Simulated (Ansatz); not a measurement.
Bulk crystal (Nb) after relaxation:

```
Nb
1.0
     0.00000    2.10642    2.10642
     2.10642    0.00000    2.10642
     2.10642    2.10642    0.00000
Nb
1
Direct
  0.00000 0.00000 0.00000
```

Miller indices refer to the conventional cell of Fm-3m (No. 225), a = 4.213 Å, b = 4.213 Å, c = 4.213 Å, α = 90.00°, β = 90.00°, γ = 90.00°.

The (100) slab of 6 planes, 10.5 Å thick with 15 Å of vacuum as cut; outer planes Nb (top) and Nb (bottom).

All numbers below come from DFT r2SCAN, scalar-relativistic, plane waves, PAW in Ansatz 0.2.0. Cutoff 500 eV; k points 12×12×1 on the computed 6-atom cell (Γ-centred); Gaussian smearing, width 0.10 eV; no spin polarisation. A dipole correction removes the field between periodic images along c.

With the atoms at the bulk's places:

```
Surface energy (mean of both faces) : 2.26 J/m²
Work function                       : 4.48 eV
```

Question: What changes when all atoms relax within this surface cell and its symmetry?

Answer: The energy falls by 0.059 J/m² a face, and the largest move is 0.12 Å.

```json
{
  "Surface energy (mean of both faces)": "2.20 J/m²",
  "Work function": "4.42 eV"
}
```

```csv
plane (bottom to top),atoms,"spacing to next, bulk (Å)",relaxed (Å),change (%)
1,Nb,2.106,2.045,-2.9
2,Nb,2.106,2.221,+5.4
3,Nb,2.106,2.111,+0.2
4,Nb,2.106,2.221,+5.4
5,Nb,2.106,2.045,-2.9
6,Nb,,,
```

The reference crystal is the fcc form of Nb, which isn't its usual structure.